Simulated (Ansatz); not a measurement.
Every step of a relaxation of rocksalt TiC (100), 4 layers

DFT, PBE, PAW with Ansatz's default frozen-core files, scalar-relativistic (Ansatz 0.2.0); a Γ-centred 13×13×1 k mesh, Fermi–Dirac smearing of 0.05 eV, no spin polarisation. The run relaxes the atoms in the fixed cell.

Command: `ansatz run input.yaml --threads 3 --pin off --max-ram 8192MiB --backend cpu --events-out ev --progress --plain --runs-dir out` It took 31 s on 3 threads of Intel(R) Xeon(R) Platinum 8488C (Sapphire Rapids) (shared host), peak memory 0.64 GiB.

```yaml
crystal:
  lattice:
    - [3.0637012674, 0.0, 0.0]
    - [0.0, 3.0637012674, 0.0]
    - [0.0, 0.0, 22.4991]
  atoms:
    - { symbol: Ti, position: [0.0, 0.0, 0.35556996] }
    - { symbol: C, position: [0.5, 0.5, 0.35556996] }
    - { symbol: Ti, position: [0.5, 0.5, 0.451856653] }
    - { symbol: C, position: [0.0, 0.0, 0.451856653] }
    - { symbol: Ti, position: [0.0, 0.0, 0.5481433465] }
    - { symbol: C, position: [0.5, 0.5, 0.5481433465] }
    - { symbol: Ti, position: [0.5, 0.5, 0.64443004] }
    - { symbol: C, position: [0.0, 0.0, 0.64443004] }
kpoints:
  mp_grid: { grid: [13, 13, 1] }
scf:
  occupations: { method: fermi_dirac, width: 0.05 }
hamiltonian:
  xc: pbe
  pseudopotentials: { kind: paw }
output:
  forces: true
  stress: true
  eigenvalues: true
  write_density: true
  write_potential: true
  elf: true
  volumetric_format: npy
relax:
  f_tol: 0.01
  max_steps: 40
efield:
  axis: 3
  amplitude: 0
  dipole_correction: true
```

Each step lists its free energy a cell above the last geometry, and Cartesian positions (Å) with forces (eV/Å).

The first step:

```
step 1  dF = 160.71 meV
  Ti 0.0000 0.0000 8.0000   0.0000 0.0000 1.4217
  C 1.5319 1.5319 8.0000   0.0000 0.0000 -0.9495
  Ti 1.5319 1.5319 10.1664   0.0000 0.0000 0.1602
  C 0.0000 0.0000 10.1664   0.0000 0.0000 -0.4749
  Ti 0.0000 0.0000 12.3327   0.0000 0.0000 -0.1602
  C 1.5319 1.5319 12.3327   0.0000 0.0000 0.4749
  Ti 1.5319 1.5319 14.4991   0.0000 0.0000 -1.4217
  C 0.0000 0.0000 14.4991   0.0000 0.0000 0.9495
```

Question: Where does the relaxation end, and by which steps?

Answer: After 4 geometries, with a shortest distance of 2.085 Å. The further steps:
```
step 2  dF = 35.32 meV
  Ti 0.0000 0.0000 8.0956   0.0000 0.0000 -0.2505
  C 1.5319 1.5319 7.9528   0.0000 0.0000 0.1367
  Ti 1.5319 1.5319 10.1516   0.0000 0.0000 0.6869
  C 0.0000 0.0000 10.1892   0.0000 0.0000 -0.4115
  Ti 0.0000 0.0000 12.3475   0.0000 0.0000 -0.6869
  C 1.5319 1.5319 12.3099   0.0000 0.0000 0.4115
  Ti 1.5319 1.5319 14.4035   0.0000 0.0000 0.2505
  C 0.0000 0.0000 14.5463   0.0000 0.0000 -0.1367
step 3  dF = 0.49 meV
  Ti 0.0000 0.0000 8.0835   0.0000 0.0000 0.0206
  C 1.5319 1.5319 7.9668   0.0000 0.0000 -0.0417
  Ti 1.5319 1.5319 10.1802   0.0000 0.0000 0.0709
  C 0.0000 0.0000 10.1697   0.0000 0.0000 -0.0510
  Ti 0.0000 0.0000 12.3189   0.0000 0.0000 -0.0709
  C 1.5319 1.5319 12.3294   0.0000 0.0000 0.0510
  Ti 1.5319 1.5319 14.4156   0.0000 0.0000 -0.0206
  C 0.0000 0.0000 14.5323   0.0000 0.0000 0.0417
step 4  dF = 0.00 meV
  Ti 0.0000 0.0000 8.0826   0.0000 0.0000 -0.0065
  C 1.5319 1.5319 7.9620   0.0000 0.0000 0.0058
  Ti 1.5319 1.5319 10.1832   0.0000 0.0000 -0.0031
  C 0.0000 0.0000 10.1672   0.0000 0.0000 -0.0009
  Ti 0.0000 0.0000 12.3159   0.0000 0.0000 0.0031
  C 1.5319 1.5319 12.3319   0.0000 0.0000 0.0009
  Ti 1.5319 1.5319 14.4165   0.0000 0.0000 0.0065
  C 0.0000 0.0000 14.5371   0.0000 0.0000 -0.0058
step 5  dF = 0.00 meV  (same geometry, solved once more)
  Ti 0.0000 0.0000 8.0826   0.0000 0.0000 -0.0066
  C 1.5319 1.5319 7.9620   0.0000 0.0000 0.0057
  Ti 1.5319 1.5319 10.1832   0.0000 0.0000 -0.0029
  C 0.0000 0.0000 10.1672   0.0000 0.0000 -0.0008
  Ti 0.0000 0.0000 12.3159   0.0000 0.0000 0.0029
  C 1.5319 1.5319 12.3319   0.0000 0.0000 0.0008
  Ti 1.5319 1.5319 14.4165   0.0000 0.0000 0.0066
  C 0.0000 0.0000 14.5371   0.0000 0.0000 -0.0057
```
